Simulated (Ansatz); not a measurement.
An element in the bcc structure gives these cold pressures by all-electron LAPW under LDA (Ansatz 0.2.0, scalar-relativistic, no spin polarisation).

```csv
V (Å³/atom),P (GPa)
22.48,-0.01
20.68,5.55
18.88,15.93
17.08,34.7
15.29,68.8
13.49,134.1
11.69,260.9
10.12,479.0
```

(1) Which element is it?

Results:

(1) Hg. Its zero-pressure volume in this structure is near 22.5 Å³/atom; the volume and the steepness of P(V) together point to it, though neighbours can come close. This is the case that was computed; others weren't tested.
